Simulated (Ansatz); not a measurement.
# Property card for C

C:
```
C
1.0
    2.58231     0.00000     0.00000
    0.00000     2.58231     0.00000
    0.00000     0.00000     5.96932
C
6
Direct
  0.00000   0.00000   0.75000
  0.00000   0.00000   0.25000
  0.50000   0.00000   0.88791
  0.50000   0.00000   0.11209
  0.00000   0.50000   0.38791
  0.00000   0.50000   0.61209
```

Space group P4_2/mmc (No. 131); conventional cell a = b = 2.5823 Å, c = 5.9693 Å, α = β = γ = 90.00°.

Method: plane-wave PAW PBEsol (Ansatz code). Geometry: relaxed at this level of theory. Other levels are named where they apply.

### Cell and energy

| Item | Result |
|---|---|
| Volume per atom | 6.63 Å³ |
| Density | 3.01 g/cm³ |

### Electronic structure

| Property | Value |
|---|---|
| Electronic character | metallic (no gap) |
| Density of states at the Fermi level | 0.11 states/eV per atom (mean over ±0.08 eV) |

### Mechanics

| Quantity | Value |
|---|---|
| Bulk modulus (Birch–Murnaghan fit) | 332 GPa |
| Pressure derivative B′ | 3.7 |
| Elastic constants (relaxed ions, GPa) | C11 = 732, C12 = 51.8, C13 = 105, C33 = 1170, C44 = 76.9, C66 = 67.3 |
| Mechanical stability | stable (all eigenvalues of C positive) |
| Hill bulk and shear moduli | 341 and 156 GPa |
| Young's modulus | 405 GPa |
| Poisson's ratio | 0.30 |
| Debye temperature from the elastic constants | 1270 K |

### Phonons

| Property | Value |
|---|---|
| Highest zone-centre frequency | 1659 cm^-1 |
| Zone-centre stability | no imaginary mode at Γ |

The start of the workflow was typed in or built on a structure type; neither database checked (COD, Materials Project) lists it. It is not the phase usual at ambient conditions (space group No. 194, 227). The PBEsol relaxation kept the symmetry of its start. As this level gives no gap, shear constants depend on the k-mesh and smearing (Fermi–Dirac, 0.1 eV here). As this level gives no gap, phonon frequencies hold no LO–TO term and depend on the k-mesh and smearing (Fermi–Dirac, 0.1 eV here).

Potentials: the later of the program's two PAW sets.
